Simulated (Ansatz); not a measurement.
## HfN: clamped-ion strain scan

Level of theory: DFT PBEsol, scalar-relativistic, plane waves, PAW (Ansatz 0.2.0). Settings: plane waves to 420 eV, k-mesh 18×18×18 (Γ-centred), Gaussian smearing 0.15 eV. Spin–orbit coupling is left out, which can shift energies with elements as heavy as these. No spin polarisation. Energies are free energies at this smearing, counted from the undisturbed cell; pressure is positive in compression.

Reference structure (as given, not relaxed at this level; it stands at -3.0 GPa):

```
Hf N
1.0
     0.00000    2.25900    2.25900
     2.25900    0.00000    2.25900
     2.25900    2.25900    0.00000
Hf N
1 1
Direct
  0.00000 0.00000 0.00000
  0.50000 0.50000 0.50000
```

The cell is strained by ε times the Voigt pattern (1, 1, 0, 0, 0, 0) (xx, yy, zz, yz, xz, xy; engineering shear) with fractional coordinates fixed. The cell is metallic on the mesh throughout.

```
      ε  ΔE (meV/atom) stress summed along the pattern (GPa, tension positive) pressure (GPa)
-0.0600          204.3                                                  -120.60            44.0
-0.0450          102.6                                                   -79.71            29.1
-0.0300              ?                                                        ?            16.5
-0.0150            5.5                                                   -17.22             5.9
 0.0000            0.0                                                     6.03            -3.0
 0.0150           17.3                                                    25.08           -10.5
 0.0300              ?                                                        ?           -16.6
 0.0450          106.7                                                    53.29           -21.8
 0.0525              ?                                                    58.61               ?
 0.0600          173.2                                                    63.32           -25.9
```

(1) Give the withheld values.

## Answers

(1) ΔE (meV/atom) at ε = -0.0300: 38.1; stress summed along the pattern (GPa, tension positive) at ε = -0.0300: -45.53; ΔE (meV/atom) at ε = 0.0300: 53.9; stress summed along the pattern (GPa, tension positive) at ε = 0.0300: 40.66; ΔE (meV/atom) at ε = 0.0525: 138.4; pressure (GPa) at ε = 0.0525: -23.9.